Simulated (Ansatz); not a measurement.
**Eu on an Ag site in YbCu4Ag, calculated**

All numbers are calculated (PBEsol, collinear spin, no spin-orbit coupling; Ansatz, PAW set soft_2, 420 eV, k-mesh 3×3×3), not measured.

The relaxed host crystal (no gap at this level of theory):

```
CELL_PARAMETERS angstrom
0.00000 3.50652 3.50652
3.50652 0.00000 3.50652
3.50652 3.50652 0.00000
ATOMIC_POSITIONS crystal
Ag 0.25000 0.25000 0.25000
Cu 0.62429 0.12713 0.62429
Cu 0.62429 0.62429 0.12713
Cu 0.62429 0.62429 0.62429
Cu 0.12713 0.62429 0.62429
Yb 0.00000 0.00000 0.00000
```

Supercell of 24 atoms, rows of the matrix [[-1,1,1],[-1,1,-1],[-1,-1,1]] times the cell vectors; Eu on an Ag site at (0.250, 0.250, 0.250) in fractions of the cell above. Atoms are relaxed at the host's cell, from a start shaken by 0.03 Å near the defect. The cell loses 1 of its 4 Ag, so this is a heavily doped crystal.

Distances from the Eu atom (Å), by shell of the perfect crystal:

| shell | perfect crystal | relaxed, charge 0 |
| --- | --- | --- |
| 12 Cu | 2.91 | 2.94 |
| 4 Yb | 3.04 | 3.13 |

| charge | moment of the cell (μB) | moment on Eu (μB) | 4f electrons on Eu | gap of the cell on the mesh (eV) |
| --- | --- | --- | --- | --- |
| 0 | 6.67 | 6.61 | 6.8 | 0.00 |

Formation energy of the neutral defect: 0.66 eV, taking atoms from and to the elements' standard states (no corrections for gases), so it belongs to those chemical potentials alone.

Caveats: 4f shell without a U, which puts 4f levels too near the Fermi level; open f or d shells may hold a state above the lowest; small supercell, so energies and levels can be off by tenths of an eV; one random start near the defect, so other minima are possible.
